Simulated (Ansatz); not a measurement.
La₂WN₄:
```
La2WN4
1.0
   -1.99804     1.99804     6.37585
    1.99804    -1.99804     6.37585
    1.99804     1.99804    -6.37585
W La N
1 2 4
Cartesian
  0.00000   0.00000   0.00000
  0.00000   0.00000   4.52468
  0.00000   0.00000   8.22702
  0.00000   1.99804   0.00000
  1.99804   0.00000   0.00000
  0.00000   0.00000   2.07891
  0.00000   0.00000  10.67279
```

Relaxed with PBE. Special points in fractions of this cell's reciprocal vectors: Γ (0.000, 0.000, 0.000); X (0.000, 0.000, 0.500); P (0.250, 0.250, 0.250); N (0.000, 0.500, 0.000); M (0.500, 0.500, -0.500); S (0.275, 0.725, -0.275); S0 (-0.275, 0.275, 0.275); R (-0.049, 0.049, 0.500); G (0.500, 0.500, -0.049).

Problem. List the band energies nearest the Fermi level at these points for the program Ansatz at the PBE level (PAW).

Solution. In eV from the Fermi level; about four levels below and three above (degenerate sets whole), none deeper than 8.9 eV; points with the same levels are listed once.

```
k                    below           above
-  -----------------------  --------------
Γ  -0.86 -0.12 -0.12 -0.07  0.73 0.73 2.07
X  -1.22 -0.77 -0.25 -0.13  2.96 2.96 3.14
P  -1.14 -0.46 -0.46 -0.25  2.94 2.94 3.15
N  -1.95 -0.88 -0.67 -0.40  1.38 2.72 3.02
M  -0.97 -0.85 -0.07 -0.07  1.16 1.80 1.80
S  -1.92 -0.86 -0.74 -0.53  1.42 2.77 2.93
R  -1.13 -0.88 -0.29 -0.13  2.91 2.97 3.09
```

Space group I4/mmm. The start of the workflow was typed in or built on a structure type; neither database checked (COD, Materials Project) lists it. Its standing as an ambient phase is unchecked. Symmetry was held in the PBE relaxation; whether a distortion lowers the energy is not shown. The workflow began spin-polarised and lost its moments. The cell computed holds one magnetic atom, so no antiferromagnetic order was within reach. Spin–orbit coupling is left out wherever it is not named.

Potentials: the earlier of the program's two PAW sets.
